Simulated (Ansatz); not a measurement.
Given:

NaCl3:
Space group Pm-3n (No. 223); a = 5.385 Å, b = 5.385 Å, c = 5.385 Å, α = 90.00°, β = 90.00°, γ = 90.00°

| atom | site | symmetry | x | y | z |
|---|---|---|---|---|---|
| Na | 2a | m-3. | 0.0000 | 0.0000 | 0.0000 |
| Cl | 6d | -4m.2 | 0.0000 | 0.2500 | 0.5000 |

This is the PBEsol-relaxed structure.

Question: All from PBEsol in the plane-wave PAW code Ansatz, unless another level is named. Predict the highest zone-centre frequency.

Answer: 186 cm^-1.

Question: Next, the bulk modulus (Birch–Murnaghan fit)?

Answer: 37.3 GPa.

The first step of the workflow began from a Materials Project structure, measured or hypothetical; the Crystallography Open Database copy checked does not list it. Whether it is the stable phase at ambient conditions was not checked. The PBEsol relaxation kept the symmetry of its start. At this level the phase is mechanically unstable. As this level gives no gap, phonon frequencies hold no LO–TO term and depend on the k-mesh and smearing (Fermi–Dirac, 0.1 eV here).

Potentials: the later of the program's two PAW sets.
